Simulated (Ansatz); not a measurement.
ScPt3 in the AuCu3-type structure

Computed with Ansatz (plane waves, PAW, 420 eV cutoff): PBEsol, scalar-relativistic, no spin polarisation, Γ-centred 8×8×8 mesh, 0.05 eV Gaussian smearing. The datasets are Ansatz's generated set soft_2.

```
Sc Pt
1.0
     3.95148    0.00000    0.00000
     0.00000    3.95148    0.00000
     0.00000    0.00000    3.95148
Sc Pt
1 3
Direct
  0.00000 0.00000 0.00000
  0.00000 0.50000 0.50000
  0.50000 0.50000 0.00000
  0.50000 0.00000 0.50000
```

The start was a prototype's sites filled with these elements; the Crystallography Open Database holds the compound in this structure.

Cell and atoms are those of this level's equilibrium.

The cell has space group Pm-3m (read at 0.01 Å). In it the stress is -0.01, -0.01, -0.01, 0.00, 0.00, 0.00 GPa and the largest force component 0.000 eV/Å. Each change below starts from this cell, without further relaxation. Stress is in GPa, positive in compression, in the order xx, yy, zz, yz, xz, xy; energies are counted from the cell above and are free energies with the smearing's entropy, which match forces and stress in a metal.

Question: What happens when atom 3 (Pt) is moved by 0.20 Å along y?

Answer: The energy changes by 214.6 meV per cell, and the force on it along the shift is -2.186 eV/Å (−F/u = 10.93 eV/Å²). Stress: 1.70, 2.46, 3.25, 0.00, 0.00, 0.00.
```
atom  Fx (eV/Å)      Fy     Fz
 Sc1      0.000   0.792  0.000
 Pt2      0.000   0.084  0.000
 Pt3      0.000  -2.186  0.000
 Pt4      0.000   1.310  0.000
```
In a harmonic crystal the energy would rise by −½F·u = ½ × 10.93 × 0.20² eV = 218.6 meV, which matches.

Question: What stress follows from an engineering strain of 2 % in yy, atoms carried along?

Answer: -3.16, -6.17, -3.16, 0.00, 0.00, 0.00 GPa; the energy changes by 24.5 meV per cell.
The change of the stress over the strain gives a clamped-atom stiffness of about 308 GPa for this component, a secant value that lies under the elastic constant in tension and over it in compression, by several per cent for each per cent of strain.
In a harmonic crystal the energy would rise by V(½Cε² − σ₀ε), with σ₀ the stress of the unstrained cell, = 23.8 meV, close to the run's value; the rest has the sign of the anharmonic part, which a secant stiffness overstates.

Spin–orbit coupling, which matters for such heavy elements, is left out.
